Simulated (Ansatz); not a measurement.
MgRh:
```
CELL_PARAMETERS angstrom
      3.08292     0.00000     0.00000
      0.00000     3.08292     0.00000
      0.00000     0.00000     3.08292
ATOMIC_POSITIONS crystal
  Rh 0.50000 0.50000 0.50000
  Mg 0.00000 0.00000 0.00000
```

Relaxed with PBEsol. Special points in fractions of this cell's reciprocal vectors: Γ (0.000, 0.000, 0.000); X (0.000, 0.500, 0.000); M (0.500, 0.500, 0.000); R (0.500, 0.500, 0.500).

Problem. List the band energies nearest the Fermi level at these points for PBEsol with spin–orbit coupling (plane waves, PAW; program Ansatz).

Solution. In eV from the Fermi level; about four levels below and three above (degenerate sets whole), none deeper than 8.9 eV; … stands for higher levels left out; points with the same levels are listed once.

| k | below | above |
|---|---|---|
| Γ | -0.28 -0.28 -0.28 -0.28 -0.03 -0.03 | 8.14 8.14 … |
| X | -1.20 -1.20 -0.04 -0.04 | 1.73 1.73 9.26 9.26 |
| M | -1.18 -1.18 -1.05 -1.05 | 0.57 0.57 0.69 0.69 |
| R | -3.24 -3.24 -3.24 -3.24 -3.08 -3.08 | 0.75 0.75 0.75 0.75 |

Space group Pm-3m (CsCl type). The workflow started from an entry of the Crystallography Open Database (COD). Its standing as an ambient phase is unchecked. Symmetry was held in the PBEsol relaxation; of distortions, only those at the zone centre were tested. No spin polarisation was allowed.

Potentials: the later of the program's two PAW sets.
